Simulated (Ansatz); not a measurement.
**S-33 NMR of the central transition in MoS2**

Cell: a COD entry, ions relaxed with PBE at fixed cell.

```cif
data_MoS2
_symmetry_space_group_name_H-M 'P6_3/mmc'
_symmetry_Int_Tables_number 194
_cell_length_a 3.1690
_cell_length_b 3.1690
_cell_length_c 12.3240
_cell_angle_alpha 90.000
_cell_angle_beta 90.000
_cell_angle_gamma 120.000
loop_
_atom_site_label
_atom_site_type_symbol
_atom_site_symmetry_multiplicity
_atom_site_Wyckoff_symbol
_atom_site_fract_x
_atom_site_fract_y
_atom_site_fract_z
Mo Mo 2 c 0.3333 0.6667 0.2500
S S 4 f 0.3333 0.6667 0.6233
```

One atom of each set is listed.

All values are calculated (Ansatz; DFT, PBE, plane waves and PAW, scalar-relativistic, collinear spin, 420 eV cutoff, Γ-centred 11×11×3 k-points, Fermi–Dirac smearing 0.02 eV), not measured. Start moments as typed (μB): 2 on each Mo, none on the rest.

S-33 has I = 3/2 and Q = -69.40 mb (Pyykkö 2018); at 11.7 T its Larmor frequency is ν₀ = 38.3 MHz. Only the quadrupole interaction is simulated: positions count from each site's isotropic chemical shift, and shift anisotropy, dipolar and J coupling are left out.

Problem. Give C_Q, η, the quadrupolar product P_Q = |C_Q|(1 + η²/3)^½, the second-order isotropic shift and the breadth of the pattern (static powder) for each S site.

Solution. 

```json
{"site": "S", "first shell": "3 Mo at 2.41 Å", "C_Q (MHz)": "8.90", "η": "0.00", "P_Q (MHz)": "8.90", "δ_QIS (ppm)": "-1350", "breadth (kHz)": "269"}
```

δ_QIS = −(ν_Q²/30ν₀²)[I(I+1) − 3/4](1 + η²/3) × 10⁶ ppm with ν_Q = 3|C_Q|/[2I(2I−1)]; it falls as 1/B₀² in ppm, and the breadth as 1/B₀ in kHz.

An axis of threefold or higher order runs through S, so V_zz lies along it and η is zero.

Without spin–orbit coupling (the program notes it for Mo) the gradients can shift somewhat, as the gap is small. The start moments die out, and the run ends without spin.

The relaxation (3 steps) took 6.4 s of wall time (22 s of CPU time) and 0.64 GiB at its peak, on 4 threads of AMD EPYC 9R45 96-Core Processor (Zen 5) (x86_64; 48 cores open to the job, memory cap 10.0 GiB, no GPU), a shared host with a load of 0.7 a core.
